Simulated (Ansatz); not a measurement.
Level of theory: DFT PBE, scalar-relativistic, plane waves, PAW (Ansatz 0.2.0). Settings: cutoff 420 eV, Γ-centred meshes spaced at most about 0.3 Å⁻¹, and about 0.25 Å⁻¹ or finer for metals (2π included), Gaussian smearing. No spin polarisation in the final relaxations.

All energies are static (0 K, no zero-point motion). All come from trial cells, and lower structures may exist.

**Question.** These unrelaxed guesses for Hf2Bi2O are each relaxed within their symmetry. Order them by the energy at which they end, lowest first.
A.

```
Hf Bi O
1.0
     4.10766    0.00000    0.00000
    -2.05383    3.55734    0.00000
     0.00000    0.00000    8.13909
Hf Bi O
2 2 1
Direct
  0.00000 0.00000 0.77955
  0.00000 0.00000 0.22045
  0.33333 0.66667 0.00000
  0.66667 0.33333 0.00000
  0.00000 0.00000 0.50000
```

B.

```
Hf Bi O
1.0
     4.31342    0.00000    0.00000
     0.00000    4.31342    0.00000
     0.00000    0.00000    6.76710
Hf Bi O
2 2 1
Direct
  0.00000 0.00000 0.30999
  0.00000 0.00000 0.69001
  0.50000 0.50000 0.00000
  0.50000 0.50000 0.50000
  0.00000 0.00000 0.00000
```

C.

```
Hf Bi O
1.0
     4.57082    0.00000    0.00000
    -2.28541    3.95845    0.00000
     0.00000    0.00000    7.17057
Hf Bi O
2 2 1
Direct
  0.33333 0.66667 0.64440
  0.66667 0.33333 0.35560
  0.33333 0.66667 0.25990
  0.66667 0.33333 0.74010
  0.00000 0.00000 0.00000
```

**Answer.** C (ends in P-3m1, 0 meV/atom), B (ends in P4/mmm, 0.37 eV/atom), A (ends in P6/mmm, 0.57 eV/atom).

Spin–orbit coupling, which can matter for Bi and Hf, is left out. Cells relaxed within their symmetry can be saddle points. Some structure types and database cells were kept out of the candidates from the start, so a known form may be missing.
